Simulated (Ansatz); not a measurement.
**HgPt: course of a relaxation**

These are results of Ansatz 0.2.0, DFT PBEsol, scalar-relativistic, plane waves, PAW, not measurements. Settings: 420 eV cutoff, 14×14×12 k-mesh, Gaussian smearing of 0.10 eV, no spin polarisation.

What was changed: biaxial strain in the a-b plane, c and atoms relaxed: +2.0 %.

Spin–orbit coupling is left out, which can shift energies with elements as heavy as these.

Input:

```yaml
crystal:
  lattice:
    - [3.0366470866, 0.0, 0.0]
    - [0.0, 3.0366470866, 0.0]
    - [0.0, 0.0, 3.8253404182]
  atoms:
    - { symbol: Hg, position: [0.0, 0.0, 0.0] }
    - { symbol: Pt, position: [0.5, 0.5, 0.5] }
basis:
  ecutwfc: 420
kpoints:
  mp_grid: { grid: [14, 14, 12] }
hamiltonian:
  xc: pbesol
scf:
  occupations: { method: gaussian, width: 0.1 }
output:
  forces: true
  stress: true
  eigenvalues: true
relax:
  adjacent_minimum: "off"
  f_tol: 0.008
  max_steps: 40
  cell: { stress_tol: 0.05, fix: [a, b, gamma] }
```

F is the free energy. Steps run on the plane waves of an earlier cell, but the last one, and at times one on the way, on a freshly chosen basis, so a repeated geometry can differ a little in energy. The held parts of the cell keep their stress, so P needn't end at zero.

Steps:

```csv
step,F − F(1) (eV),largest force component (eV/Å),V (Å³/atom),P (GPa)
1,0.0000,0.000,17.637,-4.46
2,-0.0004,0.000,17.067,1.09
3,-0.0063,0.000,17.360,-1.91
4,-0.0063,0.000,17.348,-1.79
5,-0.0061,0.000,17.348,-1.79
```

Relaxed structure:

```xyz
2
Lattice="3.0366 0.0000 0.0000 0.0000 3.0366 0.0000 0.0000 0.0000 3.7626" Properties=species:S:1:pos:R:3 pbc="T T T"
Hg    0.0000    0.0000    0.0000
Pt    1.5183    1.5183    1.8813
```

Symmetry: P4/mmm, No. 123, tetragonal system. Conventional cell: a = 3.037 Å, b = 3.037 Å, c = 3.763 Å, α = 90.00°, β = 90.00°, γ = 90.00°. Hg (site symmetry 4/mmm) has 8 Pt at 2.85 Å and 4 Hg at 3.04 Å as nearest neighbours. Pt (site symmetry 4/mmm) has 8 Hg at 2.85 Å and 4 Pt at 3.04 Å as nearest neighbours.

The run converged. The run took roughly 25 core-seconds.